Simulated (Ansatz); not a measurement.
# Surface calculation: zincblende GaN (110), 4 layers

The slab is cut from the zincblende crystal, which needn't be the stable phase, as relaxed on PAW files (11.76 Å³/atom), with 16 Å of vacuum and a dipole correction:

```
CELL_PARAMETERS angstrom
3.21627 0.00000 0.00000
0.00000 4.54849 0.00000
0.00000 0.00000 20.82440
ATOMIC_POSITIONS crystal
Ga 0.00000 0.87500 0.38416
N 0.50000 0.62500 0.38416
Ga 0.50000 0.37500 0.46139
N 0.00000 0.12500 0.46139
Ga 0.00000 0.87500 0.53861
N 0.50000 0.62500 0.53861
Ga 0.50000 0.37500 0.61584
N 0.00000 0.12500 0.61584
```

Computed with Ansatz 0.2.0; functional PBE, scalar-relativistic. Settings: a Γ-centred 8×6×1 k mesh, Fermi–Dirac smearing of 0.02 eV, no spin polarisation. Methods: LAPW: all electrons, basis error target 1 meV/atom; PAW: frozen-core files, cutoff 420 eV.

The bulk energy comes from a cell in the slab's orientation on a 8×6×8 mesh. The surface energy is (E(slab) − N·E(bulk))/2A at zero smearing, the mean of both faces; thin slabs carry quantum-size effects.

Task: As cut, the LAPW slab lies 3.962 eV above 8 atoms of bulk. What surface energy is that?

Result: Over two faces of 14.63 Å² it is 135.4 meV/Å², and times 16.02 J/m² per eV/Å² that gives γ = 2.169 J/m².

Task: What do relaxation and the other method give?

Result: 

```
method  γ as cut (J/m²)  γ relaxed (J/m²)
  LAPW            2.169             1.671
   PAW            2.171             1.674
```

Task: How do the spacings between the planes relax (positions relaxed on PAW files)?

Result: From the bottom face up: d12 -8.5 % of 1.608 Å, d23 +5.1 % of 1.608 Å, d34 -8.5 % of 1.608 Å. The outer plane rumples by 0.253 Å.

Task: Where do the band edges lie?

Result: On the k mesh: gap 1.54 eV, valence top 5.78 eV below the vacuum level.

Task: A core hole in the 2p shell of Ga is made on one Ga atom of each kind in every 1×1 cell (PAW hole dataset, neutral cell, valence without spin). What does it cost by layer?

Result: layer 1 1122.16 eV, layer 2 1122.60 eV. Shifts between layers mean more than the absolute values, and a whole layer of holes screens otherwise than one hole.
